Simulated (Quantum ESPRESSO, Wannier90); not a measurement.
# Tight-binding from DFT: PbS (R3m)

Materials Project entry mp-1057015; symmetrised, unrelaxed at this level. Not found in the COD (Crystallography Open Database) copy used, which has the formula in other groups; not checked further. Computed values, not measurements, from LDA: Quantum ESPRESSO (norm-conserving PseudoDojo potentials, cutoff 45 Ry, no spin polarisation, no spin-orbit coupling) on a Γ-centred 10×10×10 mesh, then Wannier90. Density: 10×10×10 mesh, cold smearing 0.01 Ry. Spin-orbit coupling is left out although heavy elements are present.

On the energy scale of pw.x, whose zero is arbitrary, the valence-band maximum lies at 7.98 eV.

Input w.win:

```
num_bands = 5
num_wann = 5
exclude_bands = 1-5,11-20
num_iter = 800
conv_tol = 1.0e-6
conv_window = 4
num_cg_steps = 20
write_hr = true
write_u_matrices = true
auto_projections = true
begin unit_cell_cart
ang
    2.1126601171    1.2197448873    3.4519170000
   -2.1126601171    1.2197448873    3.4519170000
    0.0000000000   -2.4394897746    3.4519170000
end unit_cell_cart
begin atoms_frac
Pb   0.0194300000  0.0194300000  0.0194300000
S   -0.4750370000 -0.4750370000 -0.4750370000
end atoms_frac
mp_grid = 10 10 10
begin kpoints
0.0000000000 0.0000000000 0.0000000000
0.0000000000 0.0000000000 0.1000000000
0.0000000000 0.0000000000 0.2000000000
... (997 more lines: the 10x10x10 mesh through Gamma)
end kpoints
```

Input of pw2wannier90.x that gives the overlap and projection files (equivalent; here they were cut from one run over all bands):

```
&inputpp
  outdir = './out'
  prefix = 'pwscf'
  seedname = 'w'
  write_amn = .true.
  write_mmn = .true.
  atom_proj = .true.
  atom_proj_exclude = 1 2 3 4 5 7 8 9
/
```

Output w.wout (banner and timings cut):

```
                                    ------
                                    SYSTEM
                                    ------

                              Lattice Vectors (Ang)
                    a_1     2.112660   1.219745   3.451917
                    a_2    -2.112660   1.219745   3.451917
                    a_3     0.000000  -2.439490   3.451917

                   Unit Cell Volume:      53.37160  (Ang^3)

                        Reciprocal-Space Vectors (Ang^-1)
                    b_1     1.487032   0.858538   0.606734
                    b_2    -1.487032   0.858538   0.606734
                    b_3     0.000000  -1.717076   0.606734

 *----------------------------------------------------------------------------*
 |   Site       Fractional Coordinate          Cartesian Coordinate (Ang)     |
 +----------------------------------------------------------------------------+
 | pb   1   0.01943   0.01943   0.01943   |    0.00000   0.00000   0.20121    |
 | s    1  -0.47504  -0.47504  -0.47504   |    0.00000   0.00000  -4.91936    |
 *----------------------------------------------------------------------------*
                                ------------
                                K-POINT GRID
                                ------------

             Grid size = 10 x 10 x 10      Total points = 1000

 *---------------------------------- MAIN ------------------------------------*
 |  Number of Wannier Functions               :                 5             |
 |  Number of Objective Wannier Functions     :                 5             |
 |  Number of input Bloch states              :                 5             |
 |  Output verbosity (1=low, 5=high)          :                 1             |
 |  Timing Level (1=low, 5=high)              :                 1             |
 |  Optimisation (0=memory, 3=speed)          :                 3             |
 |  Length Unit                               :               Ang             |
 |  Post-processing setup (write *.nnkp)      :                 F             |
 |  Using Gamma-only branch of algorithms     :                 F             |
 *----------------------------------------------------------------------------*
 *------------------------------- WANNIERISE ---------------------------------*
 |  Total number of iterations                :               800             |
 |  Number of CG steps before reset           :                20             |
 |  Trial step length for line search         :             2.000             |
 |  Convergence tolerence                     :         0.100E-05             |
 |  Convergence window                        :                 4             |
 |  Iterations between writing output         :                 1             |
 |  Iterations between backing up to disk     :               100             |
 |  Write r^2_nm to file                      :                 F             |
 |  Write xyz WF centres to file              :                 F             |
 |  Write on-site energies <0n|H|0n> to file  :                 F             |
 |  Use guiding centre to control phases      :                 F             |
 |  Use phases for initial projections        :                 F             |
 *----------------------------------------------------------------------------*
 *-------------------------------- PLOTTING ----------------------------------*
 |  Plotting Hamiltonian in WF basis          :                 T             |
 *----------------------------------------------------------------------------*

       ... (k-mesh section left out)

 Starting a new Wannier90 calculation ...

 Reading overlaps from w.mmn

 Reading projections from w.amn

 *------------------------------- WANNIERISE ---------------------------------*
 +--------------------------------------------------------------------+<-- CONV
 | Iter  Delta Spread     RMS Gradient      Spread (Ang^2)            |<-- CONV
 +--------------------------------------------------------------------+<-- CONV

 ------------------------------------------------------------------------------
 Initial State
  WF centre and spread    1  ( -0.000000,  0.000000,  0.216535 )     2.42953281
  WF centre and spread    2  (  0.000000,  0.000000, -4.914343 )     1.35703902
  WF centre and spread    3  (  0.000000, -0.000000, -4.918966 )     3.57199622
  WF centre and spread    4  (  0.000000, -0.019038, -4.892550 )     3.55941802
  WF centre and spread    5  (  0.000000,  0.019208, -4.892549 )     3.55943012
  Sum of centres and spreads (  0.000000,  0.000170,-19.401874 )    14.47741620

      0     0.145E+02     0.0000000000       14.4774161979  <-- CONV
        O_D=      0.0048829 O_OD=      2.6948275 O_TOT=     14.4774162 <-- SPRD
 ------------------------------------------------------------------------------
      1    -0.536E-01     0.1201530994       14.4238042669  <-- CONV
        O_D=      0.0043681 O_OD=      2.6417304 O_TOT=     14.4238043 <-- SPRD
      2    -0.469E-01     0.1273830166       14.3768949654  <-- CONV
        O_D=      0.0039105 O_OD=      2.5952787 O_TOT=     14.3768950 <-- SPRD
      3    -0.408E-01     0.1213920301       14.3360780828  <-- CONV
        O_D=      0.0040566 O_OD=      2.5543157 O_TOT=     14.3360781 <-- SPRD
      4    -0.314E-01     0.1134700808       14.3046599541  <-- CONV
        O_D=      0.0038499 O_OD=      2.5231043 O_TOT=     14.3046600 <-- SPRD
      5    -0.152E-01     0.0877682646       14.2894427945  <-- CONV
        O_D=      0.0033633 O_OD=      2.5083737 O_TOT=     14.2894428 <-- SPRD
       ... (lines left out)
    100    -0.462E-04     0.0042590149       13.3004097314  <-- CONV
        O_D=      0.0029965 O_OD=      1.5197075 O_TOT=     13.3004097 <-- SPRD
       ... (lines left out)
    200    -0.187E-05     0.0012768223       13.2985788126  <-- CONV
        O_D=      0.0029439 O_OD=      1.5179292 O_TOT=     13.2985788 <-- SPRD
       ... (lines left out)
    238    -0.782E-06     0.0005268138       13.2984370222  <-- CONV
        O_D=      0.0029397 O_OD=      1.5177916 O_TOT=     13.2984370 <-- SPRD
    239    -0.787E-06     0.0005323299       13.2984362352  <-- CONV
        O_D=      0.0029398 O_OD=      1.5177906 O_TOT=     13.2984362 <-- SPRD
    240    -0.708E-06     0.0005353285       13.2984355268  <-- CONV
        O_D=      0.0029400 O_OD=      1.5177898 O_TOT=     13.2984355 <-- SPRD
             <<<     Delta < 1.000E-06  over  4 iterations     >>>
             <<< Wannierisation convergence criteria satisfied >>>
 Final State
  WF centre and spread    1  ( -0.000000,  0.000004,  0.219672 )     2.73354661
  WF centre and spread    2  ( -0.000002, -0.470385, -4.573353 )     2.38263960
  WF centre and spread    3  ( -0.000001, -0.042688, -5.492865 )     2.35752711
  WF centre and spread    4  (  0.000004, -0.018195, -4.894014 )     3.42070182
  WF centre and spread    5  ( -0.000001,  0.530813, -4.660386 )     2.40402039
  Sum of centres and spreads (  0.000000, -0.000450,-19.400946 )    13.29843553

         Spreads (Ang^2)       Omega I      =    11.777705755
        ================       Omega D      =     0.002939986
                               Omega OD     =     1.517789786
    Final Spread (Ang^2)       Omega Total  =    13.298435527
```
